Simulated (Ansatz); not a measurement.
FeO (rock salt, Fm-3m), the program Ansatz at the r²SCAN level (PAW), all energies at zero smearing, with the estimated change up to a 700 eV cutoff added, with one set of potentials and settings (totals compare only within such a set). Cell of 2 atoms (1 Fe, 1 O): -5054.321 eV.

```json
[
 {"element": "Fe", "reference phase": "Im-3m, 1 atoms in the cell, spin-polarised", "E (eV/atom)": "-4485.8961"},
 {"element": "O", "reference phase": "C2/m, 4 atoms in the cell, spin-polarised", "E (eV/atom)": "-566.0281"}
]
```

Formation energy per atom, worked out: (-5054.321 − 1×(-4485.8961) − 1×(-566.0281))/2 = -1.198 eV/atom (-116 kJ per mol of atoms), at 0 K, without zero-point energy or fitted corrections.

Symmetry was held in the r²SCAN relaxation. Spin order of the final state: ferromagnetic, the only order run, not a proven ground state. The cell computed holds one magnetic atom, so no antiferromagnetic order was within reach. Textbook magnetic order: antiferromagnetic. Other orbital occupations within this spin state were not tried. No Hubbard U is applied. The references are the lowest solids computed at this level, not always the standard phases (solids in place of the gases).

Potentials: the later of the program's two PAW sets.
